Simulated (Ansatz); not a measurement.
## What DFT gives for HgPd (P4/mmm)

The conventional cell has a = 3.019 Å, b = 3.019 Å, c = 3.721 Å, α = 90.00°, β = 90.00°, γ = 90.00°. Around Hg (atom 1) lie 8 Pd at 2.83 Å and 4 Hg at 3.02 Å. Around Pd (atom 2) lie 8 Hg at 2.83 Å and 4 Pd at 3.02 Å.

Ansatz runs use the cell relaxed by PAW under their functional.

Question: What do its conduction electrons give? (PBEsol, all-electron LAPW in Ansatz 0.2.0, scalar-relativistic; a = 3.019, c = 3.721 Å; k mesh 10×10×10, fine mesh 20×20×16, Fermi-Dirac smearing of 0.100 eV, basis error target 1 meV/atom)

Answer: Fermi-surface sums: N(E_F) = 0.25 states/eV/atom, ħω_p (r.m.s. of x, y, z) = 6.7 eV, Fermi speed = 1.03×10⁶ m/s.

Question: How stiff is it? (PBEsol, PAW on Ansatz 0.2.0's default frozen-core files (fitted under PBE), scalar-relativistic; a = 3.017, c = 3.726 Å; k mesh 16×16×14, strains of ±0.003, Fermi-Dirac smearing of 0.100 eV, cutoff 420 eV)

Answer: Elastic moduli (Hill averages, relaxed ions; θ_D from sound speeds over directions): B = 146 GPa, G = 40.5 GPa, C11 = 192 GPa, C33 = 172 GPa, C44 = 63.8 GPa, ν = 0.373, θ_D = 213 K.

Question: How does it vibrate? (PBEsol, PAW on Ansatz 0.2.0's default frozen-core files (fitted under PBE), scalar-relativistic; a = 3.022, c = 3.713 Å; k mesh 12×12×10, Fermi-Dirac smearing of 0.100 eV, cutoff 420 eV; q mesh 2×2×2)

Answer: Harmonic phonons by finite displacements (negative means unstable): highest mode = 171 cm⁻¹, lowest at X = 70.8 cm⁻¹, lowest at M = 75.2 cm⁻¹, lowest at Z = 74.8 cm⁻¹, lowest at R = 45.2 cm⁻¹, lowest at A = 97.0 cm⁻¹, lowest optical at Γ = 127 cm⁻¹, highest at Γ = 167 cm⁻¹.

Known limits: no spin-orbit coupling on heavy atoms; these sums move with the mesh, by several per cent and more for small sheets (Fermi surface); frozen-core PAW files fitted under PBE, their cores solved anew for the functional of the run (moduli, phonons); responses of metals move with mesh and smearing (moduli, phonons); the softest shear constant rests on one k mesh, and a soft shear can herald a distortion on cooling (moduli); elastic stability says nothing of phonons or of other phases (moduli).
